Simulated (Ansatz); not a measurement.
According to r²SCAN (plane waves, PAW; program Ansatz), MoPd in the orthorhombic phase (Cmcm; Mo on 4c, Pd on 4c) relaxes to a = 2.636 Å, b = 10.591 Å, c = 4.324 Å. Its formation energy from the elements is 0.072 eV/atom, with no fitted shifts.

Electronic character: metallic (no gap).

An equation-of-state fit gives a bulk modulus of 240 GPa. Bader charges are Mo +0.54, Pd -0.54 e.

The start of the workflow was typed in or built on a structure type; neither database checked (COD, Materials Project) lists it. Its standing as an ambient phase is unchecked. Symmetry was held in the r²SCAN relaxation; its stability against distortions is not shown here. The run is not spin-polarised. Axis ratios of metals converge slowly with the k-mesh, so a and c are less sure than the volume. The references are the lowest solids computed at this level, not always the standard phases. Scalar-relativistic: spin–orbit coupling is off unless named, which matters more the heavier the elements.

Potentials: the later of the program's two PAW sets.
